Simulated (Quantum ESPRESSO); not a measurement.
## Calculated data, Al2ZnSiN4 (made-up cell)

Calculation on a made-up crystal cell, not a measurement: periodic Kohn-Sham density functional theory in plane waves with PseudoDojo standard norm-conserving scalar-relativistic pseudopotentials, each functional with its own files (v0.5 for PBE, v0.4.1 for LDA and PBEsol), no spin polarisation, no spin-orbit coupling, atoms not relaxed, stress positive in tension, energies less a fixed whole-eV offset for each atom's element; levels are Kohn-Sham levels at fractions of this cell's reciprocal vectors, counted from the reference band (half the neutral cell's valence electrons, rounded up) at Gamma; error bars cover cutoff and k-mesh only, not smearing or the files; added strain carries the atoms with the cell, and shear is the tensor component; each bar is the largest change over components, and at least 0.002 eV, 0.002 eV per angstrom or 0.02 GPa; energies are for the whole cell, and the offsets were chosen from early runs and are not element reference energies. Program: Quantum ESPRESSO 7.5.

Al2ZnSiN4 (made-up cell)

Unstrained structure:
```cif
# cell vector a (Å): 3.1551 0.0000 0.0000
# cell vector b (Å): 0.0000 5.4649 0.0000
# cell vector c (Å): 0.0000 0.0000 5.1523
data_Al2ZnSiN4
_symmetry_space_group_name_H-M 'P 1'
_symmetry_Int_Tables_number 1
_cell_length_a 3.1551
_cell_length_b 5.4649
_cell_length_c 5.1523
_cell_angle_alpha 90.000
_cell_angle_beta 90.000
_cell_angle_gamma 90.000
_cell_volume 88.84
loop_
_atom_site_label
_atom_site_type_symbol
_atom_site_fract_x
_atom_site_fract_y
_atom_site_fract_z
_atom_site_occupancy
Si1 Si 0.02761 0.01155 0.98333 1
Al1 Al 0.46709 0.52010 0.00429 1
Zn1 Zn 0.49266 0.16538 0.48458 1
Al2 Al 0.99566 0.66234 0.49958 1
N1 N 0.99480 0.01049 0.37562 1
N2 N 0.48227 0.51095 0.38395 1
N3 N 0.49225 0.15865 0.86920 1
N4 N 0.97290 0.64620 0.87992 1
```

It was run with lattice type wurtzite, functional pbe, cutoff 1143 eV, fermi dirac smearing 0.025 eV, scf tolerance 1e-07 eV, electrons removed 0, added strain kind zz, added strain -0.0178, k mesh 6 x 4 x 4, shifted by half a step and structure shown before the added strain of -0.0178.

Atoms:
```csv
atoms element,atom site,atom energy offset (eV)
Si,1,-115
Al,2,-64
Zn,3,-5687
Al,4,-64
N,5,-283
N,6,-283
N,7,-283
N,8,-283
```

## Withheld values
1. Al2ZnSiN4 (made-up cell): stress xz?
2. Give the table of forces values for Al2ZnSiN4 (made-up cell).

Calculated values
1. 0.04413 GPa
2. 
Forces:
```csv
site,x (eV/Å),y (eV/Å),z (eV/Å)
1,-1.873,-1.242,3.123
2,0.7326,-1.713,1.561
3,0.1964,0.798,-0.44
4,-0.8199,0.7558,-1.207
5,0.07666,-2.882,-3.842
6,0.5651,1.303,-1.061
7,0.9154,-0.408,2.406
8,0.2068,3.389,-0.5408
```

Further results for Al2ZnSiN4 (made-up cell):

| Property | Result |
| --- | --- |
| free energy less offsets | -2.733 eV |
| smearing term minus ts | 0 eV |
| scf iterations | 13 |
| pressure | -1.698 GPa |
| stress xx | -4.705 GPa |
| stress yy | 5.579 GPa |
| stress zz | 4.218 GPa |
| stress yz | -0.5335 GPa |
| stress xy | 0.8806 GPa |
| error bar energy | 0.002 eV |
| error bar stress | 0.02355 GPa |
| error bar force | 0.002 eV/Å |
| error bars from | tighter rerun of a related cell |
